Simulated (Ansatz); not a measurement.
This CuSi structure is the end of a relaxation. The cell was found from a structure generator's guess, not taken from experiment.

Level of theory: DFT PBE, scalar-relativistic, plane waves, PAW in Ansatz 0.2.0. Cutoff 420 eV, Γ-centred mesh, Gaussian smearing, no spin polarisation.

```
Si Cu
1.0
     2.76263    0.00000    0.00000
    -1.38132    2.39251    0.00000
     0.00000    0.00000    4.00185
Si Cu
1 1
Direct
  0.33333 0.66667 0.00000
  0.66667 0.33333 0.50000
```

Formation energies are uncorrected and refer to the elements' standard structures at the same level.

**Question.** Find its symmetry and describe it.

**Answer.** P-6m2 (No. 187), with Si and Cu ordered on hcp sites. Conventional cell: a = 2.763 Å, c = 4.002 Å. Around Si lie 6 Cu at 2.56 Å and 6 Si at 2.76 Å; Cu is surrounded by 6 Si at 2.56 Å and 6 Cu at 2.76 Å.

**Question.** What is its formation energy per atom?

**Answer.** +0.21 eV/atom. The separate elements lie lower, so it is unstable against them.

**Question.** Is it a metal?

**Answer.** Yes, bands cross the Fermi level on the 24×24×14 mesh.

**Question.** From what recipe could a structure generator have reached it?

**Answer.** One such recipe: ordered superstructure of hcp (P-6m2, No. 187). Other recipes can lead to the same cell.

The last run used a 24×24×14 mesh (in the run's order of axes) for its 2-atom cell and Gaussian smearing of 0.10 eV. The cell is a metal run without spin; a magnetic state may lie lower. Symmetry constrained the relaxation, so the result can be a saddle point.
